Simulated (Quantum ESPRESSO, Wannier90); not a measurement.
# Wannier functions of RbIO$_{3}$ (R3m)

```
begin unit_cell_cart
ang
    3.1877301470    1.8404368585    2.6221100000
   -3.1877301470    1.8404368585    2.6221100000
    0.0000000000   -3.6808737170    2.6221100000
end unit_cell_cart
begin atoms_frac
Rb  -0.4843600000 -0.4843600000 -0.4843600000
I    0.0010500000  0.0010500000  0.0010500000
O    0.0365300000 -0.3980600000  0.0365300000
O    0.0365300000  0.0365300000 -0.3980600000
O   -0.3980600000  0.0365300000  0.0365300000
end atoms_frac
```

Materials Project entry mp-27193; symmetrised, unrelaxed at this level. Not found in the COD (Crystallography Open Database) copy used; not checked further. Method: PBEsol plane waves in Quantum ESPRESSO 7.5 (PseudoDojo norm-conserving files, 68 Ry, no spin polarisation, no spin-orbit coupling), Bloch states on a 6×6×6 mesh through Γ, Wannier90 4.0.1. Density: 8×8×8 mesh, cold smearing 0.01 Ry. Spin-orbit coupling is left out although heavy elements are present.

Bands 18-20 form an isolated set from 2.78 to 6.86 eV relative to the valence-band maximum (on the path) and are turned into 3 Wannier functions by minimising the spread from the start: SCDM (isolated).

Question: Where do the functions sit, how wide are they and what are they made of?

Answer: 
| functions | spread (Å²) | nearest atom, distance (Å) | second atom, distance (Å) | weight on atomic waves |
|---|---|---|---|---|
| 3 | 4.23 | I 0.36 | O 1.46 | I 5p 46 %, O 2p 33 %, O 2s 6 % |

Ω_I = 12.29 Å², Ω_total = 12.69 Å²; the interpolated bands follow pw.x to 4.8 meV rms on the path. Only this start was tried; a symmetric start can stop on a saddle, and mixtures of these functions could lower the total by at most Ω_total − Ω_I.
